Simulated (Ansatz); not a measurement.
Sb (A7 type, space group R-3m)

```cif
data_Sb6
_chemical_formula_sum 'Sb6'
_space_group_name_H-M_alt 'R-3m :H'
_space_group_IT_number 166
_space_group_name_Hall '-R 3 2"'
_cell_length_a 4.32795
_cell_length_b 4.32795
_cell_length_c 11.34433
_cell_angle_alpha 90.000
_cell_angle_beta 90.000
_cell_angle_gamma 120.000
loop_
_atom_site_label
_atom_site_type_symbol
_atom_site_symmetry_multiplicity
_atom_site_Wyckoff_symbol
_atom_site_fract_x
_atom_site_fract_y
_atom_site_fract_z
_atom_site_occupancy
Sb1 Sb 6 c 0.00000 0.00000 0.23324 1
```
(The calculation used a cell of 2 atoms; values per cell refer to that cell.)

Equation-of-state scan: isotropic scaling of the cell above, V₀ being its volume. The atoms relax within the cell's symmetry.

The numbers are results of r2SCAN+rVV10 (plane waves to 500 eV, PAW, scalar-relativistic; Ansatz, a first-principles code), not measurements. k mesh 13×13×13 (Γ-centred), Fermi-Dirac smearing 0.05 eV. The energy includes the smearing's −TS. With the shape held, the modulus is that of even scaling; a crystal free to change shape is softer. Sb was relaxed with its symmetry unable to fall. Spin-orbit coupling is left out, though Sb is heavy. The zero of ΔE is the relaxed starting cell. The last digit holds for this mesh only.

```
V (Å³/atom)  ΔE (meV/atom)
-----------  -------------
28.830                16.5
29.290                 9.1
29.750                 3.9
30.211                 1.0
30.671                 0.0
31.131                 0.9
31.591                 3.6
32.051                 7.8
32.511                13.6
```

**Question.** What is the fitted pressure derivative B₀′?

**Answer.** 3.9.

**Question.** What bulk modulus at fixed cell shape B₀ follows from a third-order Birch-Murnaghan fit?

**Answer.** 43.3 GPa.

(Under strain, the slope of the energy per volume gives the stress and its curvature an elastic modulus.)
